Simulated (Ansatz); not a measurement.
Values for one crystal, relaxed and computed with r²SCAN in the plane-wave PAW code Ansatz; other levels are named.

- Volume per atom: 7.16 Å³
- Band gap: 2.44 eV (direct)
- Mechanical stability: stable (all eigenvalues of C positive)
- Electron effective mass: 0.13, 0.13, 1.2 mₑ (principal values)
- Conduction-band minimum: at Γ
- Elastic constants (relaxed ions, GPa): C11 = 605, C12 = 218, C13 = 83.6, C33 = 1080, C44 = 381
- Bulk modulus (Birch–Murnaghan fit): 3300 kbar

Which of these materials gives this?
(A) Ge, P6_3/mmc (Ge on 4e, Ge on 4f)
(B) C, P6_3/mmc (C on 6h)
(C) Si, Fd-3m (Si on 8a, Si on 32e, Si on 96g)
(D) B, α-B12

B, C, P6_3/mmc (C on 6h)

The start of the workflow was typed in or built on a structure type. Its sites differ from those of the usual phase in this space group: another stacking or structure type. Symmetry was held in the r²SCAN relaxation; whether a distortion lowers the energy is not shown.

Potentials: the later of the program's two PAW sets.
